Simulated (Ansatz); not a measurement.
**Si₄GePt, before and after**

The guess for Si₄GePt was made by a generator: random cell by space group and Wyckoff sites (P6/mmm, No. 191). The dimensions are guesses.

start.xyz

```xyz
6
Lattice="4.7995 0.0000 0.0000 -2.3997 4.1565 0.0000 0.0000 0.0000 4.9956" Properties=species:S:1:pos:R:3 pbc="T T T"
Si    0.0000    2.7710    1.0495
Si    0.0000    2.7710    3.9462
Si    2.3997    1.3855    3.9462
Si    2.3997    1.3855    1.0495
Ge    0.0000    0.0000    0.0000
Pt    0.0000    0.0000    2.4978
```

Method: DFT PBE, scalar-relativistic, plane waves, PAW (Ansatz). Cutoff 420 eV, Gaussian smearing, Γ-centred meshes. Cell and atoms relax first on a coarse mesh and then on a finer one. In between, the cell is made exact in the group found at 0.06 Å. In metals the finer mesh still leaves noise of several meV/atom or more. The steps can't lower the symmetry of their start. No spin polarisation.

end.xyz

```xyz
6
Lattice="4.3119 0.0000 0.0000 -2.1560 3.7342 0.0000 0.0000 0.0000 6.0530" Properties=species:S:1:pos:R:3 pbc="T T T"
Si    0.0000    2.4895    1.7231
Si    0.0000    2.4895    4.3300
Si    2.1560    1.2447    4.3300
Si    2.1560    1.2447    1.7231
Ge    0.0000    0.0000    0.0000
Pt    0.0000    0.0000    3.0265
```

The symmetry stays P6/mmm (No. 191). The volume per atom shrinks by 2.2 %, from 16.6 to 16.2 Å³. The shortest distance goes from 2.10 Å (Si–Si) to 2.49 Å (Si–Si). The ratio c/a of the conventional cell changes by a factor of 1.35. The energy falls by about 0.35 eV/atom (the start's value is from the coarse mesh).

```json
{"Volume per atom": "16.24 Å³", "Density": "6.48 g/cm³", "Energy over the elements": "+0.33 eV/atom", "Gap on the 12×12×6 mesh of the 6-atom cell": "0 eV (a metal)"}
```

The zero of energy is the elements' standard structures at the same level; no fitted shifts are applied. It can't be a ground state, since the elements alone are lower.

The last run used Gaussian smearing of 0.10 eV. These runs have no spin–orbit coupling, which can matter for Pt. A structure relaxed within its symmetry needn't be a true minimum. In all, the 3 runs took 2.5 min on 1 thread of Intel(R) Xeon(R) Processor @ 2.70GHz, on a shared host. Another cell of Si4GePt relaxed alike, in P-6m2, lies 229 meV/atom lower, so this cell isn't the stable form at this level.
